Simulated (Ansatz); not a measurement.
**Ti$_{3}$SnO$_{8}$ (P-4m2) at 2 levels of theory**

One geometry, relaxed with PBE; plane waves with PAW potentials in Ansatz, scalar-relativistic. No spin polarisation. +U rows take U_eff Ti 4.00 eV on the d shells. Gaps are the least over mesh and band path; pressure is positive in compression.

```
Ti Sn O
1.0
     3.83993    0.00000    0.00000
     0.00000    3.83993    0.00000
     0.00000    0.00000   10.03839
Ti Sn O
3 1 8
Direct
  0.00000 0.00000 0.00000
  0.00000 0.50000 0.23723
  0.50000 0.00000 0.76277
  0.50000 0.50000 0.50000
  0.00000 0.00000 0.19741
  0.50000 0.50000 0.71679
  0.00000 0.50000 0.43908
  0.50000 0.00000 0.95987
  0.00000 0.50000 0.04013
  0.50000 0.00000 0.56092
  0.00000 0.00000 0.80259
  0.50000 0.50000 0.28321
```

```csv
level,cutoff (eV),k mesh,gap (eV),pressure (GPa)
PBE,420,8×8×4,2.13,0.0
```

Task: What comes out on the same cell with PBE+U?

Result:
```tsv
level	cutoff (eV)	k mesh	gap (eV)	pressure (GPa)
PBE+U	420	8×8×4	2.61	2.1
```

It was reached by relaxing an invented guess, and it needn't be the stable form of this composition.
